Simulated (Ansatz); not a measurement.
## Zone-centre modes in Al3GaN4

These are results of DFT PBEsol, scalar-relativistic, plane waves, PAW (Ansatz 0.2.0), not measurements. Cutoff 420 eV, Γ-centred 6×8×4 k-points, Gaussian smearing of 0.05 eV. No spin polarisation.

Reference structure (relaxed at this level; it needn't be the usual structure):

```
CELL_PARAMETERS angstrom
5.04341 0.00000 0.00011
0.00000 3.13007 0.00000
-0.00324 0.00000 5.41799
ATOMIC_POSITIONS crystal
Al 0.50023 0.50000 0.16733
Al 0.00092 0.50000 0.83481
Al 0.00109 0.00000 0.33169
Ga 0.49942 0.00000 0.66620
N 0.11117 0.00000 0.66633
N 0.12245 0.50000 0.16716
N 0.62512 0.50000 0.84019
N 0.62319 0.00000 0.32629
```

Harmonic modes by finite displacements of 0.02 Å, without the LO–TO term.

(1) At this geometry, is the structure stable against these modes?

(2) List the wavenumbers in cm⁻¹.

Answers

(1) Yes: no mode is imaginary beyond 10 cm⁻¹, and only the three translations lie near zero.

(2) 0, 0, 0, 171, 197, 221, 244, 307, 350, 415, 487, 511, 578, 591, 600, 630, 640, 646, 652, 667, 667, 703, 709, 725.

Cost: 1 run of about 2.8 core-minutes, on AMD EPYC 9R45 (Zen 5) (shared hosts).